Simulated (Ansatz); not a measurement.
Rb:
```yaml
crystal:
  lattice:
    - [-2.87371, 2.87371, 2.87371]
    - [2.87371, -2.87371, 2.87371]
    - [2.87371, 2.87371, -2.87371]
  atoms:
    - { symbol: Rb, position: [0.00000, 0.00000, 0.00000] }
```

Relaxed with r²SCAN. Special points in fractions of this cell's reciprocal vectors: Γ (0.000, 0.000, 0.000); H (0.500, -0.500, 0.500); N (0.000, 0.000, 0.500); P (0.250, 0.250, 0.250).

Q: List the band energies nearest the Fermi level at these points for plane-wave PAW r²SCAN with spin–orbit coupling (Ansatz code).

A: In eV from the Fermi level; about four levels below and three above (degenerate sets whole), none deeper than 8.9 eV; points with the same levels are listed once.

| k | below | above |
|---|---|---|
| Γ | -2.10 -2.10 | 4.01 4.01 4.01 4.01 |
| H | – | 1.29 1.29 1.29 1.29 |
| N | – | 0.30 0.30 0.63 0.63 |
| P | – | 1.24 1.24 1.29 1.29 1.29 1.29 |

Space group Im-3m (bcc (W type)). Symmetry was held in the r²SCAN relaxation; phonons on a q-mesh show no instability.

Potentials: the later of the program's two PAW sets.
